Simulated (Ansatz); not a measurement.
Input:

VN:
```yaml
crystal:
  lattice:
    - [0.00000, 2.02107, 2.02107]
    - [2.02107, 0.00000, 2.02107]
    - [2.02107, 2.02107, 0.00000]
  atoms:
    - { symbol: V, position: [0.00000, 0.00000, 0.00000] }
    - { symbol: N, position: [0.50000, 0.50000, 0.50000] }
```

This is the LDA-relaxed structure.

Task: All from the program Ansatz at the LDA level (PAW), unless another level is named. Predict the electronic character.

Result: metallic (no gap).

Task: Predict the density of states at the Fermi level.

Result: 0.83 states/eV per atom (mean over ±0.08 eV).

Task: Next, the formation energy from the elements (no fitted shifts)?

Result: -1343 meV/atom.

Space group Fm-3m (rock salt). Symmetry was held in the LDA relaxation; of distortions, only those at the zone centre were tested. No spin polarisation was allowed. The references are the lowest solids computed at this level, not always the standard phases (solids in place of the gases).

Potentials: the later of the program's two PAW sets.
